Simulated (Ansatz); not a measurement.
AgPt:
```yaml
crystal:
  lattice:
    - [1.37422, 0.79341, 4.64702]
    - [-1.37422, 0.79341, 4.64702]
    - [0.00000, -1.58681, 4.64702]
  atoms:
    - { symbol: Ag, position: [0.00000, 0.00000, 0.00000] }
    - { symbol: Pt, position: [0.50000, 0.50000, 0.50000] }
```

Relaxed with LDA. Special points in fractions of this cell's reciprocal vectors: Γ (0.000, 0.000, 0.000); T (0.500, 0.500, 0.500); H2 (0.814, 0.186, 0.500); H0 (0.500, -0.186, 0.186); L (0.500, 0.000, 0.000); S0 (0.343, -0.343, 0.000); S2 (0.657, 0.000, 0.343); F (0.500, 0.000, 0.500).

Q: List the band energies nearest the Fermi level at these points for LDA in the plane-wave PAW code Ansatz.

A: In eV from the Fermi level; about four levels below and three above (degenerate sets whole), none deeper than 8.9 eV; … stands for higher levels left out; points with the same levels are listed once.

```json
[
 {"k": "Γ", "below": "-2.60 -2.60 -0.57 -0.48 -0.48", "above": "…"},
 {"k": "T", "below": "-3.17 -3.17 -0.87 -0.87", "above": "…"},
 {"k": "H2", "below": "-2.90 -2.54 -1.83 -0.77", "above": "4.79 4.86 …"},
 {"k": "L", "below": "-3.75 -3.05 -2.39 -1.64", "above": "0.58 1.76 3.25"},
 {"k": "S0", "below": "-2.88 -2.48 -1.89 -0.85", "above": "4.60 4.91 …"},
 {"k": "F", "below": "-1.72 -0.73 -0.35 -0.23", "above": "0.59 1.91 …"}
]
```

Space group R-3m. The workflow started from a Materials Project entry (that database holds measured and hypothetical structures alike); the Crystallography Open Database copy checked does not list it. With Ag and Pt taken as one species the cell has the higher symmetry Fm-3m, so it may be an ordered model of a mixed-site phase. Its standing as an ambient phase is unchecked. Symmetry was held in the LDA relaxation; its stability against distortions is not shown here. No spin polarisation was allowed. Spin–orbit coupling is left out wherever it is not named.

Potentials: the later of the program's two PAW sets.
